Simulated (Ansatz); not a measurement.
# N: computed property card

N:
```
N
1.0
    4.05922     0.00000     0.00000
    0.00000     4.05922     0.00000
    0.00000     0.00000     5.23534
N
4
Cartesian
  3.67278   3.67278   0.00000
  0.38644   0.38644   0.00000
  2.41606   1.64317   2.61767
  1.64317   2.41606   2.61767
```

Space group P4_2/mnm (No. 136); conventional cell a = b = 4.059 Å, c = 5.235 Å, α = β = γ = 90.00°.

Method: plane-wave PAW r²SCAN+D4 (Ansatz code). The cell and atoms are relaxed at this level. Other levels are named where they apply.

Cell and energy:

- Volume per atom = 21.57 Å³
- Density = 1.08 g/cm³

Electronic structure:

- Band gap = 7.67 eV (indirect)
- Valence-band maximum = at A
- Conduction-band minimum = at Γ
- Smallest direct gap on the standard path = 7.86 eV
- Electron effective mass = 1.1, 1.1, 2.5 mₑ (principal values)
- HSE06 gap on the r²SCAN+D4 cell = 9.30 eV

Mechanics:

Bulk modulus (Birch–Murnaghan fit): 2.4 GPa
Pressure derivative B′: 8.5
Elastic constants (relaxed ions, GPa): C11 = 3.3, C12 = 2.1, C13 = 1.7, C33 = 4.2, C44 = -0.1, C66 = 1.3
Mechanical stability: marginal (the smallest eigenvalue of C is near zero)

Dielectric response:

- Electronic dielectric constant ε∞ (DFPT) = 1.66 (xx = yy), 1.52 (zz)

Phonons:

* **Highest zone-centre frequency**: 2414 cm⁻¹
* **Zone-centre stability**: no imaginary mode at Γ
* **Dynamical stability on the path**: unstable, down to 20i cm⁻¹

The workflow started from a Materials Project entry (that database holds measured and hypothetical structures alike); the Crystallography Open Database copy checked does not list it. It is not the usual solid phase (space group No. 205). The r²SCAN+D4 relaxation kept the symmetry of its start. The substance is a gas or liquid at ambient conditions.

Potentials: the later of the program's two PAW sets.
